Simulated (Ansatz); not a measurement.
A relaxation computed with Ansatz, from input to last step.

```yaml
crystal:
  lattice:
    - [4.7507977593, 0.0, 0.0]
    - [0.0, 4.7507977593, 0.0]
    - [0.0, 0.0, 4.7507977593]
  atoms:
    - { symbol: Ga, position: [0.0941140867, 0.0941140867, 0.0941140867] }
    - { symbol: Ga, position: [0.4058859133, 0.9058859133, 0.5941140867] }
    - { symbol: Ga, position: [0.9058859133, 0.5941140867, 0.4058859133] }
    - { symbol: Ga, position: [0.5941140867, 0.4058859133, 0.9058859133] }
    - { symbol: Pt, position: [0.4003428071, 0.4003428071, 0.4003428071] }
    - { symbol: Pt, position: [0.0996571929, 0.5996571929, 0.9003428071] }
    - { symbol: Pt, position: [0.5996571929, 0.9003428071, 0.0996571929] }
    - { symbol: Pt, position: [0.9003428071, 0.0996571929, 0.5996571929] }
basis:
  ecutwfc: 420
kpoints:
  mp_grid: { grid: [8, 8, 8] }
hamiltonian:
  xc: pbesol
scf:
  occupations: { method: gaussian, width: 0.1 }
output:
  forces: true
  stress: true
  eigenvalues: true
relax:
  adjacent_minimum: "off"
  f_tol: 0.01
  max_steps: 30
```

```bash
ansatz run input.yaml --threads 2 --pin off --max-ram 5120MiB --backend cpu --events-out ev --progress --plain --runs-dir out
```

Theory: Ansatz, DFT PBEsol, scalar-relativistic, plane waves, PAW.

The volume is held at 0.91 times that of the relaxed cell.

Of 3 frames 3 are shown, positions in Å and forces in eV/Å; the SCF threshold varies from step to step.

```xyz
8
Lattice="4.7508 0.0000 0.0000 0.0000 4.7508 0.0000 0.0000 0.0000 4.7508" Properties=species:S:1:pos:R:3:forces:R:3 pbc="T T T" step=1 free_energy_over_end_meV_per_atom=0.09
Ga    0.4471    0.4471    0.4471    0.0252    0.0252    0.0252
Ga    1.9283    4.3037    2.8225   -0.0252   -0.0252    0.0252
Ga    4.3037    2.8225    1.9283   -0.0252    0.0252   -0.0252
Ga    2.8225    1.9283    4.3037    0.0252   -0.0252   -0.0252
Pt    1.9019    1.9019    1.9019    0.0264    0.0264    0.0264
Pt    0.4735    2.8489    4.2773   -0.0264   -0.0264    0.0264
Pt    2.8489    4.2773    0.4735   -0.0264    0.0264   -0.0264
Pt    4.2773    0.4735    2.8489    0.0264   -0.0264   -0.0264
8
Lattice="4.7508 0.0000 0.0000 0.0000 4.7508 0.0000 0.0000 0.0000 4.7508" Properties=species:S:1:pos:R:3:forces:R:3 pbc="T T T" step=2 free_energy_over_end_meV_per_atom=0.02
Ga    0.4484    0.4484    0.4484    0.0077    0.0077    0.0077
Ga    1.9270    4.3024    2.8238   -0.0077   -0.0077    0.0077
Ga    4.3024    2.8238    1.9270   -0.0077    0.0077   -0.0077
Ga    2.8238    1.9270    4.3024    0.0077   -0.0077   -0.0077
Pt    1.9034    1.9034    1.9034    0.0137    0.0137    0.0137
Pt    0.4720    2.8474    4.2788   -0.0137   -0.0137    0.0137
Pt    2.8474    4.2788    0.4720   -0.0137    0.0137   -0.0137
Pt    4.2788    0.4720    2.8474    0.0137   -0.0137   -0.0137
8
Lattice="4.7508 0.0000 0.0000 0.0000 4.7508 0.0000 0.0000 0.0000 4.7508" Properties=species:S:1:pos:R:3:forces:R:3 pbc="T T T" step=3 free_energy_over_end_meV_per_atom=0.00
Ga    0.4488    0.4488    0.4488    0.0006    0.0006    0.0006
Ga    1.9265    4.3019    2.8242   -0.0006   -0.0006    0.0006
Ga    4.3019    2.8242    1.9265   -0.0006    0.0006   -0.0006
Ga    2.8242    1.9265    4.3019    0.0006   -0.0006   -0.0006
Pt    1.9050    1.9050    1.9050   -0.0006   -0.0006   -0.0006
Pt    0.4703    2.8457    4.2804    0.0006    0.0006   -0.0006
Pt    2.8457    4.2804    0.4703    0.0006   -0.0006    0.0006
Pt    4.2804    0.4703    2.8457   -0.0006    0.0006    0.0006
```

It took 14 s on 2 threads of AMD EPYC 9R45 96-Core Processor (Zen 5) (shared host), peak memory 0.64 GiB.

Spin–orbit coupling is left out, which can shift energies with elements as heavy as these.